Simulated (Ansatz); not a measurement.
## Si3N4: do the settings matter for the field gradients?

This input was run with Ansatz:

```yaml
crystal:
  lattice:
    - [7.6374, 0.0, 0.0]
    - [-3.8187, 6.6141824189, 0.0]
    - [0.0, 0.0, 2.922]
  atoms:
    - { symbol: Si, position: [0.174456315, 0.7683567482, 0.25] }
    - { symbol: Si, position: [0.4060995668, 0.174456315, 0.75] }
    - { symbol: Si, position: [0.2316432518, 0.4060995668, 0.25] }
    - { symbol: Si, position: [0.825543685, 0.2316432518, 0.75] }
    - { symbol: Si, position: [0.5939004332, 0.825543685, 0.25] }
    - { symbol: Si, position: [0.7683567482, 0.5939004332, 0.75] }
    - { symbol: "N", position: [0.3333333333, 0.6666666667, 0.25] }
    - { symbol: "N", position: [0.6666666667, 0.3333333333, 0.75] }
    - { symbol: "N", position: [0.3298872021, 0.0303525842, 0.25] }
    - { symbol: "N", position: [0.2995346179, 0.3298872021, 0.75] }
    - { symbol: "N", position: [0.9696474158, 0.2995346179, 0.25] }
    - { symbol: "N", position: [0.6701127979, 0.9696474158, 0.75] }
    - { symbol: "N", position: [0.7004653821, 0.6701127979, 0.25] }
    - { symbol: "N", position: [0.0303525842, 0.7004653821, 0.75] }
kpoints:
  mp_grid: { grid: [4, 4, 9] }
scf:
  occupations: { method: fermi_dirac, width: 0.02 }
  n_extra_bands: 4
hamiltonian:
  xc: pbe
  pseudopotentials: { kind: paw }
output:
  forces: true
  stress: true
  populations: true
  efg:
    quadrupole_moments_barn: { "N": 0.02044 }
    contact_densities: true
accuracy: low
```

```sh
ansatz run input.yaml --threads 1 --pin off --max-ram 2560MiB --backend cpu --events-out ev --progress --plain --runs-dir out
```

It converged. Of its output the block on the nuclei alone is shown, without the SCF iterations, energies, forces and stress (one atom of each set):

```
--- PAW observables at the nuclei: V_zz in 10²¹ V/m², potentials from the cell's mean, atoms counted from 1 ---
  atom   1  Si V_zz =    +0.962799   η = 0.4656   by run symmetry: allowed
            electrostatic potential = -1359.622924 V   contact ρ = 12804.241699 e/Å³
  atom   7  N  V_zz =    -5.015732   η = 0.0000   by run symmetry: allowed   C_q = -2.4790 MHz
            electrostatic potential = -516.210100 V   contact ρ = 1411.825350 e/Å³
  atom   9  N  V_zz =    -5.081418   η = 0.0744   by run symmetry: allowed   C_q = -2.5114 MHz
            electrostatic potential = -515.817229 V   contact ρ = 1411.762499 e/Å³
```

(1) Can these gradients be trusted, and how do they compare with a run on standard settings?

Results:

(1) They agree with the standard run. Against the standard input the change is `scf.n_extra_bands`: not typed → 4; `accuracy`: not typed → low. A site carries the number of its first atom; V_zz in 10²¹ V/m².

```tsv
site	V_zz standard	η standard	V_zz here	η here
Si	0.96	0.47	0.96	0.47
N7	-5.02	0.00	-5.02	0.00
N9	-5.08	0.07	-5.08	0.07
```

All printed values agree. In the changed run the accuracy preset is low, yet the gradients stay close to the reference.

On the reference run: The database positions were far from equilibrium, so the relaxed structure may not be the compound's real one.
